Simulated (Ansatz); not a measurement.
# MoS2: ⁹⁷Mo NMR of the central transition

Cell: a structure deposited in the COD whose atoms were relaxed with PBE, the cell held.

Space group P6_3/mmc (No. 194); a = 3.1690, c = 12.3240 Å, γ = 120.00°.

```
site  Wyckoff  site symmetry       x       y       z
  Mo       2c           -6m2  0.3333  0.6667  0.2500
   S       4f            3m.  0.3333  0.6667  0.6233
```

One atom of each set is listed.

The numbers come from a DFT calculation in Ansatz (r2SCAN, plane waves and PAW, scalar-relativistic, collinear spin, 500 eV cutoff, Γ-centred 11×11×3 k-points, Fermi–Dirac smearing 0.02 eV). Start moments as typed (μB): 2 on each Mo, none on the rest.

⁹⁷Mo has I = 5/2 and Q = 255.0 mb (Pyykkö 2018); at 11.7 T its Larmor frequency is ν₀ = 33.3 MHz (from the bare nuclear moment; shielding lowers the observed one by a per cent or two). Only the quadrupole interaction is simulated: positions count from each site's isotropic chemical shift, and shift anisotropy, dipolar and J coupling are left out.

Q: Simulate the second-order pattern (static powder, Gaussian broadening 100 kHz) of site Mo (6 S at 2.41 Å).

A: The calculation gives C_Q = -47.5 MHz and η = 0.00, so ν_Q = 7.13 MHz and the centre of gravity lies at -12216 ppm (-407 kHz).

offset (kHz), height and a bar:
```
  -1487.1          1 
  -1410.3         31 #########
  -1333.5        100 ##############################
  -1256.7         79 ########################
  -1179.9         56 #################
  -1103.0         46 ##############
  -1026.2         41 ############
   -949.4         37 ###########
   -872.6         35 ##########
   -795.8         33 ##########
   -719.0         32 #########
   -642.2         30 #########
   -565.4         30 #########
   -488.6         29 #########
   -411.8         28 ########
   -335.0         28 ########
   -258.2         28 ########
   -181.4         28 ########
   -104.6         28 ########
    -27.8         26 ########
     49.0         23 #######
    125.8         22 #######
    202.6         23 #######
    279.4         25 #######
    356.2         26 ########
    433.0         29 #########
    509.8         33 ##########
    586.6         39 ############
    663.4         56 #################
    740.2         71 #####################
    817.0         22 ######
    893.8          1
```

An axis of threefold or higher order runs through Mo, so V_zz lies along it and η is zero.

With ν_Q/ν₀ up to 0.21, terms beyond second order are no longer negligible.

The program didn't check the stability of this electronic state in full, so a lower one may lie near. Without spin–orbit coupling (the program notes it for Mo) the gradients can shift somewhat, as the gap is small. The start moments die out, and the run ends without spin.

The run took 8.9 s of wall time (31 s of CPU time) and 0.88 GiB at its peak, on 4 threads of AMD EPYC 9R45 96-Core Processor (Zen 5) (x86_64; 48 cores open to the job, memory cap 10.0 GiB, no GPU), a shared host with a load of 0.7 a core.
